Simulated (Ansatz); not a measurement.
Values for one crystal, relaxed and computed with DFT-r²SCAN in the program Ansatz with PAW potentials; other levels are named.

| Property | Value |
|---|---|
| Volume per atom | 16.52 Å³ |
| Electronic character | metallic (no gap) |
| Bulk modulus (Birch–Murnaghan fit) | 145 GPa |
| Pressure derivative B′ | 5.6 |
| Gap with spin–orbit coupling | none (metallic) |
| Formation energy from the elements (no fitted shifts) | -0.57 eV/atom |
| Density of states at the Fermi level | 0.42 states/eV per atom (mean over ±0.08 eV) |

Problem. Pick the material that matches.
A) GdZnIn, P6_3/mmc (Gd on 2a, Zn on 2d, In on 2c)
B) In5Bi3, I4/mcm (In on 4c, In on 16l, Bi on 4a, Bi on 8h)
C) InPd2, Pnma (In on 4c, Pd on 4c, Pd on 4c)
D) ScPd, CsCl type

Solution. C, InPd2, Pnma (In on 4c, Pd on 4c, Pd on 4c)

The workflow started from a Materials Project entry (that database holds measured and hypothetical structures alike); the Crystallography Open Database copy checked does not list it. Whether it is the stable phase at ambient conditions was not checked. The cell was relaxed with r²SCAN under the symmetry of its start; whether a distortion lowers the energy is not shown. The run is not spin-polarised. The references are the lowest solids computed at this level, not always the standard phases. Spin–orbit coupling is left out wherever it is not named.

Potentials: the later of the program's two PAW sets.
